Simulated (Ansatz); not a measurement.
A geometry of SiRu away from equilibrium: step 2 of the relaxation of a relaxed SiRu cell stretched uniformly to 150 % of its volume. Level of theory: r2SCAN (plane waves to 500 eV, PAW, scalar-relativistic; Ansatz, a first-principles code). Γ-centred k-mesh 5×5×5 on the run's cell (coarser than for final values), Fermi–Dirac smearing 0.05 eV. The plane waves were selected for a different cell earlier on the path.

```
SiRu
1.0
    5.12304     0.00000     0.00000
    0.00000     5.12304     0.00000
    0.00000     0.00000     5.12304
Ru Si
4 4
Direct
  0.12457   0.12457   0.12457
  0.62457   0.37543   0.87543
  0.87543   0.62457   0.37543
  0.37543   0.87543   0.62457
  0.83512   0.83512   0.83512
  0.33512   0.66488   0.16488
  0.16488   0.33512   0.66488
  0.66488   0.16488   0.33512
```

Task: What forces act on the atoms (eV/Å)?

Result: 
```csv
atom,Fx,Fy,Fz
Ru1,-0.66,-0.66,-0.66
Ru2,-0.66,0.66,0.66
Ru3,0.66,-0.66,0.66
Ru4,0.66,0.66,-0.66
Si5,-0.34,-0.34,-0.34
Si6,-0.34,0.34,0.34
Si7,0.34,-0.34,0.34
Si8,0.34,0.34,-0.34
```

The path ends in P2₁3 (No. 198) (AFLOW prototype AB_cP8_198_a_a (B20, as in FeSi)). No spin polarisation in the result.

The run could not lose the symmetry of its start.

The first start was generated by placing the elements on the sites of a structure type. Materials Project lists a structure of SiRu in the same space group, P2₁3 (No. 198); the sites were not compared with it, nor with measured phases.
